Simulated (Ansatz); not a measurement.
An Ansatz input:

```yaml
crystal:
  lattice:
    - [3.773348247, 0.0, 0.0]
    - [-1.8866741235, 3.2678154392, 0.0]
    - [0.0, 0.0, 12.3881043439]
  atoms:
    - { symbol: Yb, position: [0.0, 0.0, 0.0] }
    - { symbol: Yb, position: [0.0, 1.0, 0.5] }
    - { symbol: Yb, position: [0.3333333333, 0.6666666667, 0.25] }
    - { symbol: Yb, position: [0.6666666667, 0.3333333333, 0.75] }
hamiltonian:
  xc: r2scan
  pseudopotentials:
    kind: paw
    azcp:
      Yb: "pseudopotentials/Yb.paw.azcp"
basis:
  ecutwfc: 500
  fft_grid_basis: typed
kpoints:
  mp_grid: { grid: [11, 11, 3], shift: [0, 0, 0] }
magnetization:
  spin_polarized: false
scf:
  occupations: { method: fermi_dirac, width: 0.1 }
  lower_state_search: "off"
output:
  stress: true
  write_density: true
  write_potential: true
  elf: true
  volumetric_format: npy
```

and its output:

```
Engine: ansatz 0.2.0, x86_64-unknown-linux-gnu
Pseudopotentials: kind: paw
Pseudopotential: Yb, paw, valence charge 24, recommended cutoff 500 eV (meta_gga) 
Functional definition: r2SCAN
  parameter k0 = 0.174
  parameter k1 = 0.065
  parameter a1 = 4.9479
  exchange = r2scan_x(k0 = k0, k1 = k1, a1 = a1)
  correlation = r2scan_c
Crystal: 4 atoms, lattice volume = 152.753 Å³
Basis set: ecut = 500 eV, 3861 PW (Γ), exchange–correlation on 120×120×384 points (64 copies of the dense FFT grid, shifted against one another)
Bands: 58, of which v1, the nominal top of the filled ones, is band 48 counted from 1 (47 counted from 0)
Symmetry: 24 space group operations
Space group: P63/mmc (ITA 194), of the structure as read, at distance tolerance 5.3e-5 Å
k-points: 32 of 363
Non-local potential: Yb, projectors of the file, l = 0: 3, l = 1: 2, l = 2: 2, l = 3: 3
PAW form: soft (Blöchl's): semilocal exchange-correlation on the pseudo side does not see the compensation charge
PAW frozen core: Yb, regenerated for the run's functional (the file was generated under x = pbe(κ = 0.804, μ = 0.2195149727645171), c = pbe(β = 0.06672455060314922))
PAW one-centre angular grid: Yb, 2702 points (default); XC on 160 Gauss nodes
Initial density: superposition of atomic densities (neutral atoms: chi_scale 0, normalization atom), corrected by the library's trained network
Initial wavefunctions: pseudopotential atomic-orbital guess
Functional: x = r2scan, c = r2scan; τ floored in thin density (d = 2e-4 eV/Å³)
SCF iter   1: F=-55220.775637 eV  HF=-55223.597647 eV  |F-HF|=2.82e0  |Δ(HF+E_count)|=         —  Δρ=3.44e-2  dr2=1.55e0  dr2_τ=5.56e-3  ethr=1.77e-3  ⟨swp⟩=5.9  Hψ=5939  notcnv=0
SCF iter   2: F=-55074.661126 eV  HF=-55229.289487 eV  |F-HF|=1.55e2  |Δ(HF+E_count)|=    5.69e0  Δρ=2.92e-1  dr2=1.07e2  dr2_τ=1.13e-1  ethr=1.62e-3  ⟨swp⟩=5.6  Hψ=5221  notcnv=0  defer=64  recentre
SCF iter   3: F=-55222.064040 eV  HF=-55223.502121 eV  |F-HF|=1.44e0  |Δ(HF+E_count)|=    5.79e0  Δρ=2.54e-2  dr2=8.54e-1  dr2_τ=4.73e-3  ethr=1.62e-3  ⟨swp⟩=3.0  Hψ=4246  notcnv=0
SCF iter   4: F=-55223.371006 eV  HF=-55223.403601 eV  |F-HF|=3.26e-2  |Δ(HF+E_count)|=   9.85e-2  Δρ=5.14e-3  dr2=3.65e-2  dr2_τ=4.90e-4  ethr=8.90e-4  ⟨swp⟩=3.0  Hψ=3416  notcnv=0  defer=4
SCF iter   5: F=-55222.970837 eV  HF=-55223.421090 eV  |F-HF|=4.50e-1  |Δ(HF+E_count)|=   1.75e-2  Δρ=1.42e-2  dr2=3.47e-1  dr2_τ=3.34e-4  ethr=3.80e-5  ⟨swp⟩=2.0  Hψ=2469  notcnv=0  defer=4
SCF iter   6: F=-55223.331925 eV  HF=-55223.413745 eV  |F-HF|=8.18e-2  |Δ(HF+E_count)|=   7.35e-3  Δρ=6.55e-3  dr2=6.72e-2  dr2_τ=2.15e-4  ethr=3.80e-5  ⟨swp⟩=2.0  Hψ=2869  notcnv=0  defer=4
SCF iter   7: F=-55223.375252 eV  HF=-55223.415605 eV  |F-HF|=4.04e-2  |Δ(HF+E_count)|=   1.86e-3  Δρ=4.78e-3  dr2=3.31e-2  dr2_τ=9.59e-5  ethr=3.80e-5  ⟨swp⟩=1.0  Hψ=1978  notcnv=0  defer=4
SCF iter   8: F=-55223.401253 eV  HF=-55223.414166 eV  |F-HF|=1.29e-2  |Δ(HF+E_count)|=   1.44e-3  Δρ=2.64e-3  dr2=1.05e-2  dr2_τ=4.33e-5  ethr=3.44e-5  ⟨swp⟩=1.0  Hψ=1978  notcnv=0  defer=4
SCF iter   9: F=-55223.413390 eV  HF=-55223.413388 eV  |F-HF|=2.20e-6  |Δ(HF+E_count)|=   7.78e-4  Δρ=2.17e-4  dr2=4.65e-5  dr2_τ=7.34e-7  ethr=1.10e-5  ⟨swp⟩=1.0  Hψ=1978  notcnv=0  defer=4
SCF iter  10: F=-55223.412449 eV  HF=-55223.413649 eV  |F-HF|=1.20e-3  |Δ(HF+E_count)|=   2.61e-4  Δρ=9.33e-4  dr2=1.07e-3  dr2_τ=1.92e-6  ethr=4.84e-8  ⟨swp⟩=2.0  Hψ=3586  notcnv=0  defer=5
SCF iter  11: F=-55223.413330 eV  HF=-55223.413610 eV  |F-HF|=2.80e-4  |Δ(HF+E_count)|=   3.87e-5  Δρ=4.41e-4  dr2=2.40e-4  dr2_τ=7.97e-8  ethr=4.84e-8  ⟨swp⟩=2.0  Hψ=2839  notcnv=0  defer=5
SCF iter  12: F=-55223.413597 eV  HF=-55223.413597 eV  |F-HF|=1.31e-7  |Δ(HF+E_count)|=   1.37e-5  Δρ=2.47e-5  dr2=8.42e-7  dr2_τ=1.83e-8  ethr=4.84e-8  ⟨swp⟩=3.0  Hψ=3889  notcnv=0  defer=5
SCF iter  13: F=-55223.413550 eV  HF=-55223.413599 eV  |F-HF|=4.90e-5  |Δ(HF+E_count)|=   2.85e-6  Δρ=1.48e-4  dr2=3.13e-5  dr2_τ=4.04e-8  ethr=8.77e-10  ⟨swp⟩=2.0  Hψ=3463  notcnv=0  defer=5
SCF iter  14: F=-55223.413597 eV  HF=-55223.413597 eV  |F-HF|=7.67e-8  |Δ(HF+E_count)|=   2.43e-6  Δρ=7.10e-6  dr2=8.60e-8  dr2_τ=1.51e-9  ethr=1.04e-10  ⟨swp⟩=7.4  Hψ=13280  notcnv=0
SCF 1 converged in 14 iterations: F = -55223.413597 eV  dr2 = 8.60e-8
SCF converged after 14 iterations
Free energy (F): -55223.413597 eV
Harris-Foulkes:  -55223.413597 eV  (|F-HF|=7.67e-8)
Internal energy: -55223.038485 eV  (E = F + TS)
E sigma→0 (E₀):  -55223.226041 eV
Entropy (-TS):   -0.375112 eV (-93.778 meV/atom)
Fermi energy:    9.879977 eV
--- Per-component energies (eV) ---
  E_band       = -124.583595
  E_kinetic    = 1411.972109
  E_local      = -25658.620053  (includes V_loc(G=0)·N_el)
  E_nonlocal   = 2183.139287
  E_hartree    = 11155.953607
  E_xc         = -637.258252
  E_vxc        = -908.835989  (∫ρ·V_xc dr)
  E_paw        = -29454.258938  (= ΣΔE_a)
  E_vpaw       = 479.346363  (= ΣTr[D̂ρ^β])
  E_aug_tail   = 0.000006  (compensation charges beyond the density's cutoff)
  E_vtau       = 56.543162  (kinetic-family band-sum trace: ∫τ·v_τ [+ j·A + Jᵃ·Aᵃ] dr)
  E_ewald      = -14227.363077
  E_core_change = 3.396825  (= ΣΔE_core)
  E_smearing   = -0.375112  (= −TS)
  E_closure    = -0.000000  (closes the sum)
  Σ components = -55223.413597   (vs F -55223.413597, Δ=0.00e0)
--- Stress (GPa, compression-positive) ---
       -1.346987       0.000000       0.000000
       -0.000000      -1.346987       0.000000
        0.000000       0.000000      -1.221401
  P = ⅓ Tr σ = -1.3051 GPa (-13.051 kbar)
--- Band table (eV; the first three rows and the last of 32) ---
  k-point 0: bands = ["-43.4978", "-43.4921", "-43.4907", "-43.4849", "-15.3759", "-15.2414", "-15.2384", "-15.1413", "-15.1413", "-15.1233", "-15.1233", "-15.1227", "-15.1227", "-15.1046", "-15.1046", "-15.0991", "4.6064", "5.9228", "5.9244", "8.0880", "9.2947", "9.2953", "9.3143", "9.3180", "9.3205", "9.3358", "9.3358", "9.3407", "9.3452", "9.3452", "9.3506", "9.3643", "9.3698", "9.3698", "9.3763", "9.3763", "9.3815", "9.3815", "9.3892", "9.3892", "9.4106", "9.4109", "9.4188", "9.4191", "9.4204", "9.4204", "9.4230", "9.4230", "9.9536", "11.5064", "11.5216", "12.7917", "12.7917", "12.8988", "12.8988", "12.9396", "13.2134", "13.2134"]
  k-point 1: bands = ["-43.4970", "-43.4947", "-43.4881", "-43.4858", "-15.3580", "-15.3085", "-15.1701", "-15.1389", "-15.1389", "-15.1322", "-15.1322", "-15.1182", "-15.1138", "-15.1138", "-15.1071", "-15.1071", "4.7633", "5.2184", "6.7887", "7.6450", "9.2966", "9.3005", "9.3040", "9.3098", "9.3393", "9.3393", "9.3453", "9.3453", "9.3453", "9.3477", "9.3535", "9.3606", "9.3606", "9.3621", "9.3657", "9.3657", "9.3969", "9.3969", "9.4025", "9.4025", "9.4107", "9.4108", "9.4137", "9.4137", "9.4172", "9.4172", "9.4189", "9.4190", "10.2561", "10.8497", "12.1795", "12.7208", "12.8520", "12.8520", "12.9294", "12.9294", "13.1544", "13.1544"]
  k-point 2: bands = ["-43.4969", "-43.4913", "-43.4900", "-43.4844", "-15.3685", "-15.2437", "-15.2407", "-15.1584", "-15.1467", "-15.1364", "-15.1354", "-15.1274", "-15.1268", "-15.1222", "-15.1074", "-15.1017", "4.7742", "6.0761", "6.0776", "8.2598", "9.2967", "9.2969", "9.3174", "9.3199", "9.3225", "9.3369", "9.3374", "9.3398", "9.3437", "9.3467", "9.3546", "9.3656", "9.3700", "9.3729", "9.3774", "9.3779", "9.3786", "9.3791", "9.3875", "9.3909", "9.4022", "9.4064", "9.4105", "9.4125", "9.4180", "9.4202", "9.4206", "9.4230", "9.9230", "11.4547", "11.5180", "12.4926", "12.6371", "12.7148", "12.9342", "13.0152", "13.1793", "13.3112"]
  k-point 31: bands = ["-43.4823", "-43.4821", "-43.4806", "-43.4805", "-15.3300", "-15.3258", "-15.3111", "-15.3037", "-15.2741", "-15.2687", "-15.2525", "-15.2360", "-15.1923", "-15.1740", "-15.1651", "-15.1604", "9.0866", "9.1510", "9.2295", "9.2420", "9.2982", "9.3016", "9.3124", "9.3127", "9.3369", "9.3385", "9.3388", "9.3401", "9.3435", "9.3438", "9.3505", "9.3554", "9.3582", "9.3588", "9.3655", "9.3678", "9.3831", "9.3842", "9.3886", "9.4092", "9.4273", "9.4277", "9.4310", "9.4310", "9.4771", "9.5078", "9.6381", "9.6579", "9.9348", "10.1304", "10.1398", "10.3173", "10.8277", "11.0729", "11.0927", "11.4924", "13.1727", "13.2200"]
```

Launched by

```sh
ansatz run input.yaml --threads 1 --pin off --max-ram 3584MiB --backend cpu --events-out ev --progress --plain --runs-dir out
```

On 1 thread of Intel(R) Xeon(R) Platinum 8259CL CPU @ 2.50GHz (Skylake/Cascade Lake) (shared host) this took about 70 s of wall time and 69 s of CPU time.
